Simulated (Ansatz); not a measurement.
Data:

Pt (fcc, Cu type)

```
Pt
1.0
    3.91826     0.00000     0.00000
    0.00000     3.91826     0.00000
    0.00000     0.00000     3.91826
Pt
4
Cartesian
  0.00000   0.00000   0.00000
  1.95913   1.95913   0.00000
  1.95913   0.00000   1.95913
  0.00000   1.95913   1.95913
```

In this cell atom 4 (Pt, nearest neighbour Pt at 2.771 Å; its periodic images, 3.9 Å or more away, move with it) is moved by s along Cartesian [110], unit vector (0.707, 0.707, 0.000); all other atoms and the cell stay fixed.

These are PBEsol (plane waves to 420 eV, PAW, scalar-relativistic; Ansatz, a program for electronic structure) values and carry that method's errors. k mesh 10×10×10 (Γ-centred), Fermi-Dirac smearing 0.05 eV. Energies are smeared free energies. With partly filled bands, energies and forces of such displacements shift with the k mesh and the smearing. Pt is run without spin polarisation. Pt was relaxed with its symmetry unable to fall. Spin-orbit coupling is left out, though Pt is heavy. ΔE is measured from the undisplaced structure.

The scan covers s from -0.550 to 0.550 Å in 11 points.

Task: Is the energy the same for equal positive and negative displacements?

Result: Even: the same for both signs. With its periodic images moving along, the atom's site symmetry in this cell is m-3m.

Task: What force acts on the atom along the line at s = -0.550 Å?

Result: 10.6 eV/Å.

Task: What is the energy change at s = 0.550 Å?

Result: 2332 meV/cell.

Task: What is the force constant k = d²E/ds² of this move at s = 0?

Result: 12.9 eV/Å².

(For displaced atoms, the force is minus the slope of the energy, and its curvature is a force constant, which sets phonon frequencies.)
